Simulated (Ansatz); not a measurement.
# TiAl (P4/mmm): several responses side by side

The conventional cell has a = 2.800 Å, b = 2.800 Å, c = 4.029 Å, α = 90.00°, β = 90.00°, γ = 90.00°. Around Ti (atom 1) lie 4 Ti at 2.80 Å and 8 Al at 2.82 Å. Al (atom 2) has 4 Al at 2.80 Å and 8 Ti at 2.82 Å as nearest neighbours.

Ansatz runs use the cell relaxed by PAW under their functional.

**Question.** What do its conduction electrons give? (PBEsol, all-electron LAPW in Ansatz 0.2.0, scalar-relativistic; a = 2.800, c = 4.029 Å; k mesh 12×12×8, fine mesh 20×20×16, Fermi-Dirac smearing of 0.100 eV, basis error target 1 meV/atom)

**Answer.** Fermi-surface sums: N(E_F) = 0.87 states/eV/atom, ħω_p (r.m.s. of x, y, z) = 4.9 eV, Fermi speed = 0.39×10⁶ m/s.

**Question.** How stiff is it? (PBEsol, all-electron LAPW in Ansatz 0.2.0, scalar-relativistic; a = 2.797, c = 4.034 Å; k mesh 16×16×12, strains of ±0.003, Fermi-Dirac smearing of 0.080 eV, basis error target 1 meV/atom)

**Answer.** Elastic moduli (Hill averages, relaxed ions; θ_D from sound speeds over directions): B = 120 GPa, G = 72.4 GPa, C11 = 207 GPa, C33 = 178 GPa, C44 = 120 GPa, ν = 0.248, θ_D = 554 K.

**Question.** How does it vibrate? (PBEsol, all-electron LAPW in Ansatz 0.2.0, scalar-relativistic; a = 2.795, c = 4.041 Å; k mesh 14×14×10, Fermi-Dirac smearing of 0.100 eV, basis error target 0.5 meV/atom; q mesh 2×2×2)

**Answer.** Harmonic phonons by finite displacements (negative means unstable): highest mode = 334 cm⁻¹, lowest at X = 149 cm⁻¹, lowest at M = 280 cm⁻¹, lowest at Z = 157 cm⁻¹, lowest at R = 158 cm⁻¹, lowest at A = 119 cm⁻¹, lowest optical at Γ = 270 cm⁻¹, highest at Γ = 310 cm⁻¹.

Limits of these numbers: these sums move with the mesh, by several per cent and more for small sheets (Fermi surface); responses of metals move with mesh and smearing (moduli, phonons); elastic stability says nothing of phonons or of other phases (moduli).
